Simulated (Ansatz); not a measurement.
AlN:
```
AlN
1.0
    3.10655     0.00000     0.00000
   -1.55327     2.69035     0.00000
    0.00000     0.00000     4.97815
Al N
2 2
Direct
  0.66667   0.33333   0.49920
  0.33333   0.66667   0.99920
  0.66667   0.33333   0.88080
  0.33333   0.66667   0.38080
```

x, y and z are the axes in which the lattice vectors are written.

Problem. Give the high-frequency dielectric tensor and the Born effective charge tensors of the independent atoms from DFPT, r²SCAN (plane waves, PAW; program Ansatz).

Solution. 
ε∞:
```
4.14  0.00  0.00
0.00  4.14  0.00
0.00  0.00  4.33
```
Z* of atom 1 (Al), rows: field, columns: displacement, in e:
```
2.53  0.00  0.00
0.00  2.53  0.00
0.00  0.00  2.68
```
Z* of atom 3 (N), rows: field, columns: displacement, in e:
```
-2.53   0.00   0.00
 0.00  -2.53   0.00
 0.00   0.00  -2.68
```

Static charges for comparison (Bader): Al1 +2.49, N3 -2.49 e. Born charges measure polarisation by displacement and can exceed these by far.

Space group P6_3mc (wurtzite). Symmetry was held in the r²SCAN relaxation.

Potentials: the earlier of the program's two PAW sets. The files were generated under PBE; for other functionals the program regenerates the frozen cores, and for LDA and PBEsol the local potential too.
